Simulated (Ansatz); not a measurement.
## Does relaxation matter for the field gradients of InP with Sn replacing In?

Start: a supercell of InP (zinc blende type, F-43m) built from a structure deposited in the COD (the entry's cell lengths or inner coordinates differ somewhat from later room-temperature determinations), with all atoms left at the host's positions.

Space group F-43m (No. 216); a = 17.5830 Å.

| site | Wyckoff | site symmetry | x | y | z |
| --- | --- | --- | --- | --- | --- |
| Sn | 4a | -43m | 0.0000 | 0.0000 | 0.0000 |
| In2 | 48h | ..m | 0.1667 | 0.0000 | 0.1667 |
| In5 | 16e | .3m | 0.3333 | 0.8333 | 0.1667 |
| In9 | 16e | .3m | 0.6667 | 0.6667 | 0.3333 |
| In15 | 24f | 2.mm | 0.5000 | 0.6667 | 0.5000 |
| P28 | 16e | .3m | 0.0833 | 0.9167 | 0.0833 |
| P29 | 24g | 2.mm | 0.2500 | 0.9167 | 0.2500 |
| P33 | 48h | ..m | 0.5833 | 0.7500 | 0.4167 |
| P41 | 16e | .3m | 0.4167 | 0.5833 | 0.4167 |
| P54 | 4c | -43m | 0.7500 | 0.2500 | 0.7500 |

One atom of each set is listed; the run and its k-mesh use a cell of 54 atoms with edges of 12.43, 12.43, 12.43 Å.

Method: Kohn–Sham DFT in Ansatz, PBE, plane waves and PAW, scalar-relativistic, 420 eV cutoff, Γ-centred 2×2×2 k-points, Fermi–Dirac smearing 0.01 eV, cell charge -1.

The largest force at the start is 0.090 eV/Å. Relaxing the ions at fixed cell moves them by 0.016 Å at most (atom 28, P) and 0.007 Å rms.

```tsv
site	moved (Å)	first shell before	first shell after	V_zz before (10²¹ V/m²)	η before
Sn	0.000	4 P at 2.54 Å	4 P at 2.55 Å	0.00	–
In2	0.011	4 P at 2.54 Å	4 P at 2.53–2.54 Å	1.30	0.20
In5	0.005	4 P at 2.54 Å	4 P at 2.54 Å	-0.056	0.00
In9	0.001	4 P at 2.54 Å	4 P at 2.54 Å	-0.085	0.00
In15	0.000	4 P at 2.54 Å	4 P at 2.54 Å	-0.032	0.20
P28	0.016	1 Sn at 2.54 Å, 3 In at 2.54 Å	3 In at 2.54 Å, 1 Sn at 2.55 Å	2.92	0.00
P29	0.000	4 In at 2.54 Å	4 In at 2.53–2.54 Å	0.57	0.04
P33	0.001	4 In at 2.54 Å	4 In at 2.54 Å	0.081	0.65
P41	0.002	4 In at 2.54 Å	4 In at 2.54 Å	-0.082	0.00
```

(1) How do the gradients change?

## Answers

(1) 

```csv
site,V_zz after,η after,change of V_zz
Sn,0.00,–,0.00
In2,1.59,0.26,+0.29
In5,0.15,0.00,+0.21
In9,<0.005,–,+0.09
In15,-0.028,0.76,–
P28,2.88,0.00,-0.04
P29,0.43,0.29,-0.14
P33,-0.038,0.83,–
P41,-0.095,0.00,-0.01
```

The largest change of V_zz along a kept axis is on In2, from 1.30 to 1.59. In per cent, |V_zz| changes by -1 on P (all sites that start above 2). Where |V_zz| stays above 0.1 and the axes keep their order, η moves most on P29, from 0.04 to 0.29. V_zz changes sign on In5 (same axis). On P33, In15 the largest principal value lies along another axis in the second run, so the two V_zz can't be compared directly. Other sites without a gradient aren't listed.

The run isn't spin-polarised, and a state with spin may lie lower. The defect repeats with the cell of 54 atoms, so it feels its images: sites between two images don't show the values beside a lone defect, and zeros or small values of η there can come from the images' arrangement. A uniform background compensates the cell's charge. The defect cell has no gap above 0.1 eV on its mesh, so the values can hang on the smearing and the k-mesh. Without spin–orbit coupling (the program notes it for In and Sn) the gradients can shift somewhat, as the gap is small.
Before: The neighbours have not yet relaxed around the defect (largest force 0.090 eV/Å), so a real crystal will differ.
After: The relaxation keeps the site symmetry -43m of the start, so the impurity can't leave its site; a distortion that would localise the partly filled state isn't explored.
